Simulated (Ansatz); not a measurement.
KZnF₃ (cubic perovskite), relaxed with LDA (Ansatz, a first-principles code, plane waves, PAW): a = 3.973 Å, b = 3.973 Å, c = 3.973 Å, α = 90.00°, β = 90.00°, γ = 90.00°.

- gap (eV): 3.79
- B₀ by P(V) fit (GPa): 95.4

Q: The same phase is relaxed and computed with HSE06 in the same code. What are the cell and these values now?

A: a = 4.079 Å, b = 4.079 Å, c = 4.079 Å, α = 90.00°, β = 90.00°, γ = 90.00°.

- gap (eV): 6.28
- B₀ by P(V) fit (GPa): 77.4

All cells were relaxed under the symmetry of their starts (and spin orders); stability against distortions was not tested throughout.

Potentials: the later of the program's two PAW sets.

Ansatz is a plane-wave DFT program.
